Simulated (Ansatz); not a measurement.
HgO (zinc blende), relaxed with HSE06 (Ansatz, a quantum-chemistry and plane-wave program, plane waves, PAW): a = 5.2099 Å, b = 5.2099 Å, c = 5.2099 Å, α = 90.00°, β = 90.00°, γ = 90.00°.

```
Property              Value
--------------------  -----
B₀ by P(V) fit (GPa)   97.8
```

The same phase is relaxed and computed with PBE in the same code. What are the cell and these values now?

a = b = c = 5.2927 Å, α = β = γ = 90.00°.

* **B₀ by P(V) fit (GPa)**: 80.0

Constructed cells (a structure type filled with these elements, in neither database checked): HgO, zinc blende. All cells were relaxed under the symmetry of their starts (and spin orders); stability against distortions was not tested throughout. Spin–orbit coupling is left out wherever it is not named.

Potentials: the later of the program's two PAW sets.

Ansatz is a plane-wave DFT program.
